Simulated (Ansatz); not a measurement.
## What DFT gives for TaF₃

```yaml
crystal:
  lattice:
    - [3.87872, 0.00000, 0.00000]
    - [0.00000, 3.87872, 0.00000]
    - [0.00000, 0.00000, 3.87872]
  atoms:
    - { symbol: Ta, position: [0.00000, 0.00000, 0.00000] }
    - { symbol: F, position: [0.50000, 0.00000, 0.00000] }
    - { symbol: F, position: [0.00000, 0.50000, 0.00000] }
    - { symbol: F, position: [0.00000, 0.00000, 0.50000] }
```

Single point in Ansatz 0.2.0 with r2SCAN, no spin polarisation. Cutoff 500 eV, PAW datasets, 9×9×9 Γ-centred k mesh, gaussian filling (width 0.1693 eV).

How is the charge shared?

Bader charges in e: Ta +2.34, F -0.78. In the mean Ta gives up most and F takes most.

What does the stress say?

The pressure is 25.9 GPa (compression positive), so with the atoms held at these fractions the cell would first expand.

Metal or insulator?

It is a metal, with about 2.5 states/eV a cell as the mean within 0.25 eV of the Fermi level, mostly Ta d (82 %).

What is the formation energy?

-2.40 eV an atom against the elements' usual phases (free molecules for gases, crystals otherwise, with no correction for O₂ or N₂), so it is bound against them; other compounds may still compete. Relaxing would lower it.

What do density and ELF say about some of the short contacts?

Ta–F at 1.94 Å: least valence density 0.76 e/Å³ and ELF 0.11 there. These are pseudo-fields; inside the PAW spheres they differ from the all-electron ones.

Origin: a database entry at a rescaled volume. Caveats: many states at the Fermi level without spin polarisation, so a magnetic state may lie lower; atoms or cell far from equilibrium; wide smearing.
